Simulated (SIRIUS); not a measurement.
SIRIUS run on HgTe (P3_221, 12 atoms in the cell; from Materials Project mp-1071269, changed as shown): self-consistent single point.

Method: LDA (PW92), GBRV LDA ultrasoft pseudopotentials (plane waves; SIRIUS).

The change in words: lattice scaled by 0.98. Reference geometry (P3_221):
```
CELL_PARAMETERS angstrom
      4.59485     0.00000     0.00000
      0.00000     7.95852     0.00000
      0.00000     0.00000    10.25604
ATOMIC_POSITIONS crystal
  Hg 0.34416 0.34416 0.00000
  Hg 0.31168 0.00000 0.66667
  Hg 0.84416 0.15584 0.33333
  Hg 0.84416 0.84416 0.00000
  Hg 0.81168 0.50000 0.66667
  Hg 0.34416 0.65584 0.33333
  Te 0.25686 0.25686 0.50000
  Te 0.48628 0.00000 0.16667
  Te 0.75686 0.24314 0.83333
  Te 0.75686 0.75686 0.50000
  Te 0.98628 0.50000 0.16667
  Te 0.25686 0.74314 0.83333
```

Reference input (self-consistent single point, DFT, LDA (PW92), plane waves, GBRV LDA ultrasoft pseudopotentials): parameters.ngridk = 6 4 2; parameters.xc_functionals = [XC_LDA_X, XC_LDA_C_PW]; parameters.gk_cutoff = 6.325 1/bohr; parameters.pw_cutoff = 14.143 1/bohr; parameters.smearing = fermi_dirac; parameters.smearing_width = 0.000367493 Ha; potentials = GBRV LDA ultrasoft pseudopotentials; parameters.electronic_structure_method = pseudopotential; parameters.num_bands = 65; parameters.num_mag_dims = 0; parameters.num_dft_iter = 100; parameters.energy_tol = 1e-07 Ha. This run's input differs from it in these lines:

```diff
@@ -32,7 +32,7 @@
     "lattice_vectors": [
-      [0.9999999969, 0.0, 0.0],
-      [0.0, 1.7320509361, 0.0],
-      [0.0, 0.0, 2.2320730245]
+      [0.9999999779, 0.0, 0.0],
+      [0.0, 1.7320509664, 0.0],
+      [0.0, 0.0, 2.2320729409]
     ],
-    "lattice_vectors_scale": 8.68301,
+    "lattice_vectors_scale": 8.50935,
     "atom_coordinate_units": "lattice",
```

Log, with long lists cut:

```
[find] density tolerance         : 1e-06
[find] total energy tolerance    : 1e-07
[find] iter_solver_tol (initial) : 0.01
[find] iter_solver_tol (target)  : 1e-13
[find] num_dft_iter              : 100
Charges and magnetic moments
--------------------------------------------------------------------------------
total charge          : 108.000000
[find] | SCF iteration   0 out of 100|
[diagonalize] iterative solver tolerance (occupied, empty): 0.01 0.01
[diagonalize] average number of iterations: 2.08333
[find] Charges and magnetic moments
[find] total charge          : 108.000000
[find] Energy
   [... lines left out ...]

[find] Charges and magnetic moments
[find] total charge          : 108.000000
[find] Energy
[find] smearing (-TS)                 :      -0.00000000
[find] Total energy                   :    -402.24663402 (Ha),    -804.49326804 (Ry)
[find] Free energy (E-TS)             :    -402.24663402 (Ha),    -804.49326804 (Ry)
[find] band gap (eV)                  :       0.53133412
[find] Efermi                         :       0.28461046
[find] iteration : 16, RMS (target) : 5.8788e-07 (1.0000e-06) , energy difference (target) : 5.2864e-12 (1.0000e-07)
[find] bands are converged : false
[find] iterative solver converged : true
[find] converged after 17 SCF iterations!
[find] Charges and magnetic moments
[find] total charge          : 108.000000
[find] Energy
[find] smearing (-TS)                 :      -0.00000000
[find] Total energy                   :    -402.24663402 (Ha),    -804.49326804 (Ry)
[find] Free energy (E-TS)             :    -402.24663402 (Ha),    -804.49326804 (Ry)
[find] band gap (eV)                  :       0.53133412
[find] Efermi                         :       0.28461046
[ground_state] === stress tensor components [kbar] ===
[ground_state] === stress_total ===
[ground_state]   -20.776850    0.000000    0.000000
[ground_state]     0.000000  -20.746989    0.014412
[ground_state]     0.000000    0.014412  -29.256806
[ground_state] ==== total Forces in Ha/bohr =====
   [... lines left out ...]
[ground_state] atom:    7, force:      -0.0156206      0.0000000      0.0000000
[ground_state] atom:    8, force:       0.0077773     -0.0134840     -0.0000032
[ground_state] atom:    9, force:       0.0077773      0.0134840      0.0000032
[ground_state] atom:   10, force:      -0.0156206      0.0000000      0.0000000
[ground_state] atom:   11, force:       0.0077773     -0.0134840     -0.0000032
```

The run converged in 17 iterations. SIRIUS prints the stress tensor with tension positive. Against the reference run the free energy goes up by 6.5 meV/atom, the pressure goes from -1.02 to 2.36 GPa, the largest force goes from 0.277 to 0.803 eV/Å and the gap on the mesh goes from 0.602 to 0.531 eV.

Spin-orbit coupling is left out, which matters for bands and gaps with elements this heavy. The structure comes from a collection of computed structures, made at another level of theory; the collection holds predicted forms beside known ones. Its lattice was then scaled.

Cost on one core: roughly 6 core-minutes.

The gap that the log prints is read on the run's mesh, which can miss the band edges or a crossing.
